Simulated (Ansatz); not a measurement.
## Pressure against volume in BeZn2Se3

The cell was found from a structure generator's guess, not taken from experiment.

Level of theory: DFT PBE, scalar-relativistic, plane waves, PAW (Ansatz 0.2.0). Cutoff 420 eV, Γ-centred 10×10×10 mesh (6-atom cell), Gaussian smearing of 0.02 eV, no spin polarisation.

```
CELL_PARAMETERS angstrom
-1.95262 1.95262 8.40483
1.95262 -1.95262 8.40483
1.95262 1.95262 -8.40483
ATOMIC_POSITIONS crystal
Be 0.50000 0.50000 0.00000
Zn 0.83864 0.83864 0.00000
Zn 0.16136 0.16136 0.00000
Se 0.42810 0.92810 0.50000
Se 0.07190 0.57190 0.50000
Se 0.75000 0.25000 0.50000
```

The cell was set to several volumes, with shape and atoms relaxed at each where symmetry leaves them free. Pressure is positive in compression, and energies count from the lowest row.

```tsv
row	V (Å³/atom)	P (GPa)	ΔE (meV/atom)	gap on mesh (eV)
1	18.800	10.50	75.1	2.40
2	19.441	?	?	?
3	20.082	4.42	16.8	2.10
4	20.723	2.04	4.0	1.96
5	21.364	0.01	0.0	1.83
6	22.004	-1.72	3.5	1.70
7	22.645	-3.20	13.4	1.58
8	23.500	-4.83	35.0	1.43
```

Question: Find B = −V·ΔP/ΔV from rows 4 and 6 and from rows 1 and 3, and from the two its slope B′ and its value B0 at zero pressure.

Answer: Rows 4 and 6 give −(20.723 + 22.004)/2 × (-1.72 − (2.04))/(22.004 − 20.723) = 62.7 GPa at a mean pressure of 0.16 GPa. Rows 1 and 3 give −(18.800 + 20.082)/2 × (4.42 − (10.50))/(20.082 − 18.800) = 92.2 GPa at a mean pressure of 7.46 GPa. So B′ = (92.2 − 62.7)/(7.46 − (0.16)) = 4.04 and B0 = 62.7 − 4.04 × (0.16) = 62.1 GPa. A third-order Birch–Murnaghan fit to all the energies gives B0 = 62.3 GPa and B′ = 4.3.

Question: Estimate the pressure and energy of row 2.

Answer: From row 5, V0 = 21.364 × (1 + (0.01)/62.1) = 21.367 Å³/atom. Murnaghan's form P = (B0/B′)·[(V0/V)^B′ − 1] gives (62.1/4.04) × [(21.367/19.441)^4.04 − 1] = 7.14 GPa; the computed pressure is 7.21 GPa, so the estimate is off by -0.07 GPa. The work of compression from row 3, with the mean of the two pressures, gives ΔE = 16.8 + (7.14 + 4.42)/2 × (20.082 − 19.441)/160.2 × 1000 = 39.9 meV/atom (1 eV/Å³ = 160.2 GPa); the computed value is 39.9 meV/atom.

Question: Fit the gap against pressure through the other rows and estimate it at the computed pressure of row 2.

Answer: Over the 7 rows the mean pressure is 1.0314 GPa and the mean gap is 1.857 eV. The sums of products of deviations are S_xx = 163 and S_xy = 10.2, so the slope is 10.2/163 = 0.06258 (r = 0.99, rms misfit 0.04 eV). At 7.21 GPa the line gives 1.857 + (0.06258) × (7.21 − 1.0314) = 2.24 eV. The computed value is 2.25 eV, so the line is off by -0.01 eV, no more than the largest miss among the fitted rows (0.06 eV).

Kohn–Sham gaps at this level usually fall short of measured ones. All volumes keep the k mesh of the relaxed cell. A later test with randomly moved atoms came back to the same energy, though modes that don't fit the test's cell weren't probed.
